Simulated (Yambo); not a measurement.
G0W0@PBEsol for Y2CN2O2 (space group P-3m1, No. 164) in Yambo. Reference settings: 3×3×1 Γ-centred k mesh, 146 bands and a 7 Ry block in the screening, 146 bands in G with the Bruneval-Gonze terminator, plasmon pole fitted at 27.2 eV. The PBEsol gap Γ → Γ on this mesh is 3.91 eV; G0W0 gaps are taken between the same points.

With and without the terminator, as bands are cut:

| bands in G (in W) | gap, terminator (eV) | gap, none (eV) | valence shift, terminator (eV) | valence shift, none (eV) |
|---|---|---|---|---|
| 41 (41) | 5.608 | 5.460 | -0.376 | 0.049 |
| 60 (60) | 5.265 | 5.085 | -0.463 | -0.058 |
| 85 (85) | 5.186 | 5.019 | -0.582 | -0.244 |
| 115 (115) | 5.176 | 5.044 | -0.660 | -0.397 |
| 146 (146) | 5.174 | 5.070 | -0.703 | -0.494 |

Over this range the gap spans 0.434 eV with the terminator and 0.442 eV without, the valence shift 0.327 eV and 0.543 eV. Neither column has reached its limit for certain.

Geometry of the Materials Project entry, not relaxed at this level; primitive cell a = 3.6990 Å, b = 3.6990 Å, c = 8.1689 Å, α = 90.00°, β = 90.00°, γ = 120.00°.

The structure is a Materials Project entry; no match was found in the copy of COD used, and its stability was not checked.

A shift is the quasiparticle energy of the state minus its PBEsol energy.
